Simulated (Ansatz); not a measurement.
PtS2

The computed numbers are results of r²SCAN, scalar-relativistic (no spin polarisation) in the plane-wave PAW code Ansatz at 500 eV, 8×8×4 k-mesh, Gaussian smearing of 0.05 eV; PAW files: Ansatz's generated set soft_2.

```
Pt S
1.0
     3.54783    0.00000    0.00000
    -1.77392    3.07252    0.00000
     0.00000    0.00000    5.59569
Pt S
1 2
Direct
  0.00000 0.00000 0.00000
  0.33333 0.66667 0.22043
  0.66667 0.33333 0.77957
```

The chain of runs began from a cell as deposited in COD, expanded in volume. Of that entry: the entry's cell lengths or inner coordinates differ somewhat from later room-temperature determinations. The relaxation kept the space group but changed the cell's proportions, one axis by 7 % at equal volume, so the results may not describe the measured structure. The database's entry of this formula in the relaxed cell's space group, P-3m1, has axes of 3.543 × 3.543 × 5.039 Å and 18.26 Å³/atom (1965), the relaxed one 3.548 × 3.548 × 5.596 Å and 20.33.

At this volume the pressure is 0.05 GPa.

Elastic constants come from the stress of slightly strained cells with relaxed atoms, in GPa, Voigt order xx, yy, zz, yz, xz, xy in the Cartesian frame of the vectors above.

```
180.9  52.1  12.4  -5.1   0.0   0.0
 52.1 180.9  12.4   5.1   0.0   0.0
 12.4  12.4  11.4   0.0   0.0   0.0
 -5.1   5.1   0.0   8.1   0.0   0.0
  0.0   0.0   0.0   0.0   8.1  -5.1
  0.0   0.0   0.0   0.0  -5.1  64.4
```

**Question.** Work out the Voigt, Reuss and Hill moduli.

**Answer.** Voigt: K = (C11 + C22 + C33 + 2(C12 + C13 + C23))/9 = 59 GPa, G = (C11 + C22 + C33 − C12 − C13 − C23 + 3(C44 + C55 + C66))/15 = 36 GPa. Reuss, from the compliances S = C⁻¹: K = 11.4 GPa, G = 11.3 GPa. Hill means: K = 35 GPa, G = 24 GPa.

**Question.** And Young's modulus, Poisson's ratio, Pugh's ratio and the anisotropy?

**Answer.** E = 9KG/(3K + G) = 58 GPa, ν = (3K − 2G)/(6K + 2G) = 0.22, K/G = 1.48 (under the 1.75 that Pugh's rule, made for metals, takes as the line between brittle and ductile), universal anisotropy index 5G_V/G_R + K_V/K_R − 6 = 15.0. The eigenvalues of C are 7.6, 7.7, 10.0, 65, 129, 234 GPa, all positive.

Voigt's and Reuss's shear moduli differ by over a factor of two, so their mean gives no reliable sound velocity or Debye temperature.

Cost: 54 s on 4 threads of Arm Neoverse V2 (shared host), peak memory 0.59 GiB.

 Scalar-relativistic only: spin–orbit splittings of the heavy atoms' levels are missing. The structure is built of weakly bound layers, and this functional has no dispersion term, so their spacing and all that hangs on it (volume, the soft elastic constants, low modes, dielectric constants) are poorly given.
